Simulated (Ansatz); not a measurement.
The cell below belongs to a search over invented structures; it isn't taken from experiment.

Input and command of a plane-wave DFT calculation in Ansatz:

```yaml
crystal:
  lattice:
    - [3.3421751103, 0.0, 0.0]
    - [-1.6710875552, 2.8944085494, 0.0]
    - [0.0, 0.0, 6.6269985836]
  atoms:
    - { symbol: Ti, position: [0.0, 0.0, 0.2379978993] }
    - { symbol: Ti, position: [0.0, 0.0, 0.7620021007] }
    - { symbol: Se, position: [0.3333333333, 0.6666666667, 0.5] }
    - { symbol: S, position: [0.3333333333, 0.6666666667, 0.0] }
basis:
  ecutwfc: 500
kpoints:
  mp_grid: { grid: [12, 12, 6] }
  band_path:
    path:
      - [[0.0, 0.0, 0.0], [0.5, 0.0, 0.0], [0.33333333, 0.33333333, 0.0], [0.0, 0.0, 0.0], [0.0, 0.0, 0.5], [0.5, 0.0, 0.5], [0.33333333, 0.33333333, 0.5], [0.0, 0.0, 0.5]]
      - [[0.5, 0.0, 0.5], [0.5, 0.0, 0.0]]
      - [[0.33333333, 0.33333333, 0.5], [0.33333333, 0.33333333, 0.0]]
    npoints: 14
hamiltonian:
  xc: r2scan
scf:
  occupations: { method: gaussian, width: 0.1 }
  n_extra_bands: 10
output:
  forces: true
  stress: true
  eigenvalues: true
  populations: true
  dos: { projected: true, de: 0.02, nscf_kmesh: { grid: [15, 15, 8] } }
  bader: true
```

```bash
ansatz run input.yaml --threads 1 --pin off --max-ram 2560MiB --backend cpu --events-out ev --progress --plain --runs-dir out
```

Processor: Intel(R) Xeon(R) Processor @ 2.50GHz (Skylake/Cascade Lake), 1 thread, on a host shared with other jobs.

Question: Estimate time, memory and problem size.

Answer: About 2.9 min, peak memory 0.62 GiB. It solves 33 bands at 76 k points (after reduction by symmetry) with about 1573 plane waves, in 9 SCF iterations.
